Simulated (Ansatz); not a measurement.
Input and command of a plane-wave DFT calculation in Ansatz:

```yaml
crystal:
  lattice:
    - [3.0950015819, 0.0, 0.0]
    - [-1.547500791, 2.6803499947, 0.0]
    - [0.0, 0.0, 5.2020928905]
  atoms:
    - { symbol: Hf, position: [0.6666666667, 0.3333333333, 0.25] }
    - { symbol: Hf, position: [0.3333333333, 0.6666666667, 0.75] }
basis:
  ecutwfc: 420
kpoints:
  mp_grid: { grid: [12, 12, 7] }
hamiltonian:
  xc: pbe
scf:
  occupations: { method: gaussian, width: 0.1 }
output:
  forces: true
  stress: true
  eigenvalues: true
  write_density: true
  write_potential: true
  elf: true
  volumetric_format: npy
```

```bash
ansatz run input.yaml --threads 8 --pin off --max-ram 20480MiB --backend cpu --events-out ev --progress --plain --runs-dir out
```

Processor: Intel(R) Xeon(R) Processor @ 2.70GHz, 8 threads, on a host shared with other jobs.

Estimate time, memory and problem size.

About 1.6 s on 8 threads of Intel(R) Xeon(R) Processor @ 2.70GHz (shared host), peak memory 0.47 GiB. It solves 32 bands at 76 k points (the mesh reduced by the symmetry that the task leaves, which can be less than the crystal's) with about 845 plane waves, in 6 SCF iterations.
